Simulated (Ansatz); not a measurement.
**RbCaH3: moving Rb off its site**

RbCaH3, Pm-3m, a = 4.547 Å (as given, not relaxed at this level: -2.4 GPa). The structure is a COD entry; whether it is the stable form wasn't checked. Ansatz: LDA, PAW, 420 eV, Γ-centred 6×6×6 mesh on 5 atoms, Gaussian smearing 0.05 eV; no spin polarisation.

```
CELL_PARAMETERS angstrom
4.54700 0.00000 0.00000
0.00000 4.54700 0.00000
0.00000 0.00000 4.54700
ATOMIC_POSITIONS crystal
Rb 0.00000 0.00000 0.00000
Ca 0.50000 0.50000 0.50000
H 0.00000 0.50000 0.50000
H 0.50000 0.00000 0.50000
H 0.50000 0.50000 0.00000
```

Atom 1 (Rb) moves by x along the unit vector (0.000, 0.000, 1.000), with its periodic images; all else is held. y is the free energy of the cell over the start, F the force along the path summed over the moved atoms. Symmetry makes y even in x.

| x (Å) | y (meV) | F (eV/Å) |
| --- | --- | --- |
| -0.5000 | 110.7 | 0.47 |
| -0.2500 | ? | ? |
| 0.0000 | 0.0 | 0.00 |
| 0.0625 | 1.6 | -0.05 |
| 0.1250 | 6.5 | -0.10 |
| 0.1875 | 14.7 | -0.16 |
| 0.3125 | 41.5 | -0.27 |
| 0.3750 | 60.5 | -0.34 |
| 0.4375 | 83.5 | -0.40 |

Problem. Fit y = c2 x² + c4 x⁴ to the energies of the other rows, give the force constant, and predict energy and force of the missing row.

Solution. Least squares on the rows shown. y = 413.9 x² + 115.7 x⁴. The force constant is 2 c2 = 0.828 eV/Å², for the cell as given, at -2.4 GPa (for all images moving together, not for a lone atom). The force −dy/dx at the missing row is 0.21 eV/Å (computed 0.21). At x = -0.2500 the fit asked for gives 26.3 meV. The run gave 26.3 meV, the same to the digits shown.